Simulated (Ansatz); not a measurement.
# Gd (P-3m1): no U

Theory: DFT, PBE, all-electron LAPW, scalar-relativistic (Ansatz 0.2.0).

Command: `ansatz run input.yaml --threads 2 --pin off --max-ram 6144MiB --backend cpu --events-out ev --progress --plain --runs-dir out`

```yaml
crystal:
  lattice:
    - [3.6555206459, 0.0, 0.0]
    - [-1.827760323, 3.1657737434, 0.0]
    - [0.0, 0.0, 11.77960696]
  atoms:
    - { symbol: Gd, position: [0.0, 0.0, 0.0], spin: 7.0 }
    - { symbol: Gd, position: [0.0, 0.0, 0.5], spin: -7.0 }
    - { symbol: Gd, position: [0.3333333333, 0.6666666667, 0.24808348], spin: 7.0 }
    - { symbol: Gd, position: [0.6666666667, 0.3333333333, 0.75191652], spin: 7.0 }
magnetization:
  spin_polarized: true
kpoints:
  mp_grid: { grid: [9, 9, 3] }
scf:
  occupations: { method: fermi_dirac, width: 0.05 }
hamiltonian:
  xc: pbe
  pseudopotentials: { kind: all_electron, lapw: { basis_error: 0.001 } }
output:
  forces: true
  stress: true
  eigenvalues: true
  hubbard: { sites: [{ species: Gd, l: f }] }
  populations: true
```

Log:

```
Gd: projections on atomic orbitals take those of the free atom 1s2 2s2 2p6 3s2 3p6 3d10 4s2 4p6 4d10 4f7 5s2 5p6 5d1 6s2, of charge +0.00 (hamiltonian.pseudopotentials.projection_atoms)
LAPW: plane waves up to 6.325 Å⁻¹, error target 1.0e-3 eV per atom; small_component_spin mean_spin; Gd in spheres of 1.802 Å, 28 of its electrons in bands, Dirac shells [] (how accurate: hamiltonian.pseudopotentials.lapw.basis_error, Limitations)
Engine: ansatz 0.2.0
Pseudopotentials: kind: all_electron
Pseudopotential: Gd, LAPW, valence charge 28, lapw/all_electron/scalar/gaussian/Gd, Koelling and Harmon's equation, gaussian nucleus
Functional definition: PBE
  parameter kappa = 0.804
  parameter beta = 0.06672455060314922
  exchange = pbe_x(kappa = kappa, mu = beta*pi^2/3)
  correlation = pbe_c(beta = beta)
Crystal: 4 atoms, lattice volume = 136.320 Å³
Basis set: ecut = 152.41644577387692 eV, 599 PW (Γ), exchange–correlation at level 2
Bands: 84, of which v1, the nominal top of the filled ones, is band 56 counted from 1 (55 counted from 0)
Symmetry: 12 space group operations
Space group: P-3m1 (ITA 164), of the structure as read, at distance tolerance 5.1e-5 Å
Magnetic group: BNS 164.85 (UNI 1315), of the structure as read, at distance tolerance 5.1e-5 Å
k-points: 31 of 243
Non-local potential: Gd, projectors of the file, none
Initial density: superposition of atomic densities (chi_scale 0.1, normalization cell)
Starting moments: Σ|m| = 28 μB on 4 of 4 sites
Initial wavefunctions: plane waves of lowest kinetic energy (no species holds an atomic orbital)
Functional: x = pbe(κ = 0.804, μ = 0.2195149727645171), c = pbe(β = 0.06672455060314922)
iter 1 solved again at ethr=1.23e-4 eV; its pass at ethr=1.00e-1 eV (dr2=1.37e-1 eV) is discarded
SCF iter   1: F=—  HF=-1226772.556462 eV  |F-HF|=—  |Δ(HF+E_count)|=         —  Δρ=6.06e-3 (↑6.06e-3 ↓5.60e-3)  dr2=1.38e-1  dr2_m=2.86e-2  M=14.628 μB ∫|m|=29.200 μB  β_m=0.30  ethr=1.23e-4  ⟨swp⟩=2.8  Hψ=32692  notcnv=0
Mixer restart at iter 1: flushing history
preconditioner: auto → Kerker (q_TF=auto, 2.640 Å⁻¹)  [metal: Δε(μ)=0.015 eV  Ē_g=12.011 eV  σ=0.050 eV  W_gap=0.08  n_scr=50 (ndim 8)  ℏωp=25.4 eV  f_vac=0.000  D(μ)=6.87/eV (n_scr^D=64)]
spin=Collinear: Kerker preconditioning applied to the charge; magnetization (m = ρ↑ − ρ↓) channel mixes plain (no charge-response kernel on spin).
SCF iter   2: F=—  HF=-1226772.577455 eV  |F-HF|=—  |Δ(HF+E_count)|=   2.10e-2  Δρ=4.95e-3 (↑4.95e-3 ↓4.78e-3)  dr2=6.56e-2  dr2_m=2.00e-2  M=14.733 μB ∫|m|=29.364 μB  β_m=0.56  ethr=1.23e-4  ⟨swp⟩=2.0  Hψ=15540  notcnv=0
SCF iter   3: F=—  HF=-1226772.923831 eV  |F-HF|=—  |Δ(HF+E_count)|=   3.46e-1  Δρ=2.02e-3 (↑2.02e-3 ↓1.67e-3)  dr2=2.22e-2  dr2_m=2.74e-3  M=14.886 μB ∫|m|=29.618 μB  β_m=0.48  ethr=5.86e-5  ⟨swp⟩=3.0  Hψ=16381  notcnv=0
[...]
the basis was enlarged: its passes take 1.2 MiB over the memory plan, 2 of 2 planned eigensolver slots
[...]
SCF iter  11: F=—  HF=-1226773.083082 eV  |F-HF|=—  |Δ(HF+E_count)|=   1.11e-4  Δρ=3.77e-5 (↑3.77e-5 ↓3.40e-5)  dr2=7.57e-5  dr2_m=4.56e-7  M=15.235 μB ∫|m|=30.103 μB  β_m=0.54  ethr=3.09e-8  ⟨swp⟩=3.0  Hψ=15971  notcnv=0
SCF iter  12: F=—  HF=-1226773.083081 eV  |F-HF|=—  |Δ(HF+E_count)|=   1.18e-6  Δρ=2.07e-5 (↑1.42e-5 ↓2.07e-5)  dr2=2.57e-6  dr2_m=1.87e-7  M=15.238 μB ∫|m|=30.106 μB  β_m=0.77  ethr=3.09e-8  ⟨swp⟩=2.0  Hψ=15247  notcnv=0
SCF iter  13: F=—  HF=-1226773.083084 eV  |F-HF|=—  |Δ(HF+E_count)|=   3.59e-6  Δρ=1.45e-5 (↑6.93e-6 ↓1.45e-5)  dr2=4.37e-6  dr2_m=5.66e-8  M=15.242 μB ∫|m|=30.110 μB  β_m=0.77  ethr=2.29e-9  ⟨swp⟩=3.0  Hψ=15691  notcnv=0
SCF iter  14: F=—  HF=-1226773.083085 eV  |F-HF|=—  |Δ(HF+E_count)|=   4.57e-7  Δρ=6.65e-6 (↑3.66e-6 ↓6.65e-6)  dr2=7.53e-7  dr2_m=1.36e-8  M=15.244 μB ∫|m|=30.113 μB  β_m=0.66  ethr=2.29e-9  ⟨swp⟩=3.0  Hψ=15601  notcnv=0
SCF iter  15: F=—  HF=-1226773.083085 eV  |F-HF|=—  |Δ(HF+E_count)|=   3.23e-7  Δρ=3.88e-6 (↑1.61e-6 ↓3.88e-6)  dr2=2.98e-7  dr2_m=4.64e-9  M=15.244 μB ∫|m|=30.112 μB  β_m=0.70  ethr=6.73e-10  ⟨swp⟩=3.0  Hψ=15710  notcnv=0
SCF iter  16: F=—  HF=-1226773.083085 eV  |F-HF|=—  |Δ(HF+E_count)|=   8.24e-8  Δρ=1.88e-6 (↑9.16e-7 ↓1.88e-6)  dr2=3.48e-8  dr2_m=1.48e-9  M=15.243 μB ∫|m|=30.111 μB  β_m=0.69  ethr=2.66e-10  ⟨swp⟩=2.9  Hψ=15456  notcnv=0
SCF iter  17: F=-1226773.083085 eV  HF=-1226773.083085 eV  |F-HF|=9.64e-8  |Δ(HF+E_count)|=   1.65e-8  Δρ=1.58e-6 (↑1.58e-6 ↓1.16e-6)  dr2=5.79e-8  dr2_m=1.44e-9  M=15.243 μB ∫|m|=30.111 μB  ethr=3.11e-11  ⟨swp⟩=3.0  Hψ=15692  notcnv=0
SCF 1 converged in 17 iterations: F = -1226773.083085 eV  dr2 = 5.79e-8
WARN: an SCF from antiferromagnetic starting moments (-7.00, -7.00, 7.00, 7.00 Bohr magnetons, atom by atom) was not made, by what the run has read of turns of its moments that order reads lower: the deck asks for what bars it, or types moments that do (magnetization.spin_polarized, in the input reference, names some of the keys), or the run goes by scf.lower_state_search: light, the default, whic …
SCF converged after 17 iterations
Magnetization: 15.2431 μB (63.6216 up, 48.3784 down)
Absolute magnetization: 30.1108 μB (∫|ρ↑−ρ↓|)
Spin contamination: 7.3254 ħ² per cell (⟨S²⟩ above its minimum at these occupations)
Per-site moments (μB) at R_I (Å): [(7.490682334886813, 1.8023779619346243), (-7.331695575426842, 1.8023779619346243), (7.387886732734902, 1.8023779619346243), (7.387886732734902, 1.8023779619346243)]
Free energy (F): -1226773.083085 eV
Harris-Foulkes:  -1226773.083085 eV  (|F-HF|=9.64e-8)
Internal energy: -1226773.009463 eV  (E = F + TS)
E sigma→0 (E₀):  -1226773.046274 eV
Entropy (-TS):   -0.073622 eV (-18.405 meV/atom)
Fermi energy:    13.782870 eV
--- Per-component energies (eV) ---
  E_band       = -5089.517644
  E_kinetic    = 1333489.532457
  E_xc         = -27218.651942
  E_electrostatic = -2533043.889978  (all electrons and nuclei)
  E_smearing   = -0.073622  (= −TS)
  E_closure    = 0.000000  (closes the sum)
  E_atoms      = -1226716.715253  (free atoms, spherical and without spin; not in F)
  Σ components = -1226773.083085   (vs F -1226773.083085, Δ=0.00e0)
  Basis errors (estimates in eV, not in F): energy 2.4e-4 per atom: plane waves 1.7e-4 (8.8e-5 summed), levels above the bands 6.6e-41, relativity 2.5e-7, radial functions 7.1e-5, core shells 2.5e-7; eigenvalues (radial functions only) 1.0e-6; not estimated: angular momenta, meshes, grids; target (lapw.basis_error) 1.0e-3; muffin-tin radii Gd 1.802 Å
--- Forces (eV/Å), atoms counted from 1 ---
  atom   1  Gd     0.00000000     0.00000000     0.00000000
  atom   2  Gd    -0.00000000    -0.00000000     0.00000000
  atom   3  Gd     0.00000000     0.00000000     0.10899567
  atom   4  Gd    -0.00000000    -0.00000000    -0.10899567
  max |Σ_I F_I| component: 2.59e-31 eV/Å
--- Stress (GPa, compression-positive) ---
       -0.747328       0.000000      -0.000000
        0.000000      -0.747328      -0.000000
       -0.000000      -0.000000      -0.868948
  P = ⅓ Tr σ = -0.7879 GPa (-7.879 kbar)
--- Band table (eV; the first three rows and the last of 62) ---
  k-point 0 ↑: bands = ["-129.8066", "-129.8036", "-129.8036", "-129.7813", "-129.7813", "-129.7520", "-129.7520", "-129.7520", "-129.7520", "-129.7337", "-129.7337", "-129.7331", "-129.7331", "-129.7331", "-129.7331", "-123.8113", "-123.8113", "-123.7977", "-123.7977", "-123.7902", "-31.5062", "-31.4426", "-31.4350", "-28.2498", "-9.1804", "-8.8949", "-8.6968", "-8.6930", "-8.6930", "-8.6275", "- …
  k-point 1 ↑: bands = ["-129.8066", "-129.8036", "-129.8036", "-129.7813", "-129.7813", "-129.7520", "-129.7520", "-129.7520", "-129.7520", "-129.7337", "-129.7337", "-129.7331", "-129.7331", "-129.7331", "-129.7331", "-123.8113", "-123.8113", "-123.7977", "-123.7977", "-123.7902", "-31.5062", "-31.4427", "-31.4349", "-28.2498", "-9.1751", "-8.9100", "-8.6930", "-8.6930", "-8.6866", "-8.6278", "- …
  k-point 2 ↑: bands = ["-129.8066", "-129.8036", "-129.8036", "-129.7813", "-129.7813", "-129.7520", "-129.7520", "-129.7520", "-129.7520", "-129.7337", "-129.7337", "-129.7331", "-129.7331", "-129.7331", "-129.7331", "-123.8113", "-123.8113", "-123.7977", "-123.7977", "-123.7902", "-31.5015", "-31.4386", "-31.4317", "-28.2447", "-9.1617", "-8.9017", "-8.7419", "-8.7227", "-8.7091", "-8.6667", "- …
  k-point 30 ↓: bands = ["-129.7205", "-129.7205", "-129.6938", "-129.6938", "-129.6784", "-123.8901", "-123.8901", "-123.8878", "-123.8764", "-123.8764", "-123.8400", "-123.8400", "-123.8400", "-123.8400", "-123.8351", "-123.8351", "-123.8351", "-123.8351", "-123.8329", "-123.8329", "-31.3654", "-28.2616", "-28.2272", "-28.2272", "-8.9309", "-8.9309", "-8.7582", "-6.7394", "-6.7291", "-6.7291", " …
--- Löwdin populations: 4 sites ---
  site symbol       q [e]    m [muB]
     0     Gd     63.9383     7.6263
     1     Gd     63.9788    -7.4518
     2     Gd     63.9609     7.5185
     3     Gd     63.9609     7.5185
  spilling = 0.000630 (of n_electrons = 256.000000)
--- Occupation matrices: 4 shells (Löwdin-built; ε = 2.00e-2, provisional) ---
  Gd0 f_4F: site group D3d (-3m)
  Gd0 f_4F up     Tr n = 6.9933  λ = 0.999 0.999 0.999 0.999 0.999 0.999 0.999  [7× z3 0.14 (T1u 0.43) Eu(0.57)]
  Gd0 f_4F dn     Tr n = 0.1014  λ = 0.004 0.004 0.006 0.012 0.024 0.024 0.026  [7× z3 0.14 (T1u 0.43) Eu(0.57)]
  Gd1 f_4F: site group D3d (-3m)
  Gd1 f_4F up     Tr n = 0.1098  λ = 0.004 0.004 0.005 0.013 0.021 0.021 0.042  [6× xz2 0.17 (T2u 0.50) Eu(0.67) | z3 0.87 (A2u 0.87) A2u(1.00)]
  Gd1 f_4F dn     Tr n = 6.9925  λ = 0.998 0.999 0.999 0.999 0.999 0.999 0.999  [7× z3 0.14 (T1u 0.43) Eu(0.57)]
  Gd2 f_4F: site group C3v (3m)
  Gd2 f_4F up     Tr n = 6.9927  λ = 0.999 0.999 0.999 0.999 0.999 0.999 0.999  [7× z3 0.14 E(0.57)]
  Gd2 f_4F dn     Tr n = 0.1059  λ = 0.004 0.007 0.007 0.015 0.018 0.018 0.037  [7× z3 0.14 E(0.57)]
  Gd3 f_4F: site group C3v (3m)
  Gd3 f_4F up     Tr n = 6.9927  λ = 0.999 0.999 0.999 0.999 0.999 0.999 0.999  [7× z3 0.14 E(0.57)]
  Gd3 f_4F dn     Tr n = 0.1059  λ = 0.004 0.007 0.007 0.015 0.018 0.018 0.037  [7× z3 0.14 E(0.57)]
  Tr n, λ and their labels are of the run-group-symmetrised matrices; stabiliser: 12 of 24 elements of G0×{1,Θ} (closed), max defect 4.2e-15 at τ = 4.2e-3
```

populations.tsv:

```
# site	symbol	l	j	q_up	q_dn
# orbitals = lowdin
# n_electrons = 256.000000
# spilling = 0.000630
# projection_atom_Gd: 1s2 2s2 2p6 3s2 3p6 3d10 4s2 4p6 4d10 4f7 5s2 5p6 5d1 6s2
0	Gd	0_1S	-	1.000000	1.000000
0	Gd	0_2S	-	0.999990	0.999990
0	Gd	0_3S	-	0.999874	0.999868
0	Gd	0_4S	-	0.998655	0.998611
0	Gd	0_5S	-	0.977585	0.979846
0	Gd	0_6S	-	0.414113	0.382717
0	Gd	1_2P	-	3.000000	3.000000
0	Gd	1_3P	-	2.999998	2.999997
0	Gd	1_4P	-	2.999919	2.999861
0	Gd	1_5P	-	2.986861	2.966901
0	Gd	2_3D	-	4.999999	4.999998
0	Gd	2_4D	-	4.999967	4.999949
0	Gd	2_5D	-	1.412081	0.726847
0	Gd	3_4F	-	6.993251	0.101395
1	Gd	0_1S	-	1.000000	1.000000
1	Gd	0_2S	-	0.999991	0.999991
1	Gd	0_3S	-	0.999877	0.999875
1	Gd	0_4S	-	0.998713	0.998665
1	Gd	0_5S	-	0.981427	0.977725
1	Gd	0_6S	-	0.384251	0.422197
1	Gd	1_2P	-	3.000000	3.000000
1	Gd	1_3P	-	2.999998	2.999998
1	Gd	1_4P	-	2.999883	2.999902
1	Gd	1_5P	-	2.971433	2.983912
1	Gd	2_3D	-	4.999998	4.999999
1	Gd	2_4D	-	4.999953	4.999967
1	Gd	2_5D	-	0.818157	1.340527
1	Gd	3_4F	-	0.109806	6.992524
2	Gd	0_1S	-	1.000000	1.000000
2	Gd	0_2S	-	0.999991	0.999990
2	Gd	0_3S	-	0.999875	0.999872
2	Gd	0_4S	-	0.998663	0.998659
2	Gd	0_5S	-	0.977700	0.980639
2	Gd	0_6S	-	0.416509	0.378098
2	Gd	1_2P	-	3.000000	3.000000
2	Gd	1_3P	-	2.999998	2.999998
2	Gd	1_4P	-	2.999910	2.999873
2	Gd	1_5P	-	2.985429	2.969337
2	Gd	2_3D	-	4.999999	4.999998
2	Gd	2_4D	-	4.999967	4.999952
[...]
```

Site moments (μB): Gd1 7.49, Gd2 -7.33, Gd3 7.39, Gd4 7.39. Cell moment 15.24 μB.

The magnetic group in the log treats spin as a scalar label, without spin–orbit coupling.

The program warned that a lower magnetic state may exist. Spin–orbit coupling is left out although heavy atoms are present. With open f shells a run can end in a state that isn't the lowest. The state reached may lie above the lowest one, so it isn't offered as the ground state. None of this fixes the real material's magnetic order: only patterns that fit the cell were computed, at zero temperature, with a functional that can overstate moments.

It took 90 s on 2 threads of Arm Neoverse V2 (shared host), peak memory 0.9 GiB.
